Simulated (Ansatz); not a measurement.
## YMg2O2: rattling a relaxed structure

The structure comes from a generated guess, relaxed at this level; another structure or a mixture of phases may lie lower.

All numbers below come from DFT PBE, scalar-relativistic, plane waves, PAW in Ansatz 0.2.0. Plane waves to 420 eV, a k mesh through Γ of 12×12×6 on the computed 5-atom cell and Gaussian smearing (0.10 eV); no spin polarisation.

The cell below (5 atoms, space group P-3m1 (No. 164)) is relaxed within its symmetry.

```xyz
5
Lattice="3.1787 0.0000 0.0000 -1.5893 2.7528 0.0000 0.0000 0.0000 8.1028" Properties=species:S:1:pos:R:3 pbc="T T T"
Y     0.0000    0.0000    0.0000
Mg    0.0000    1.8352    5.3264
Mg    1.5893    0.9176    2.7764
O     1.5893    0.9176    6.5270
O     0.0000    1.8352    1.5759
```

For the test a repeat of it with 10 atoms (edges 3.18, 3.18, 16.21 Å) was strained at random (σ = 1.5 % a component), the atoms were moved at random (σ = 0.10 Å), and all was relaxed again on a coarse 6×6×2 mesh (in the run’s order of axes) with 0.20 eV smearing, with no symmetry imposed.

An odd number of electrons in the primitive cell allows no gap without spin; a larger cell or a magnetic state could open one.

Task: What happens?

Result: It returns, within 1 meV/atom of the unmoved cell on that mesh and with the same symmetry when read at 0.1 Å (P-1 at 0.01 Å, so small strains and shifts remain). No instability shows in this cell; modes of other wave vectors, which need another repeat, aren't tested.
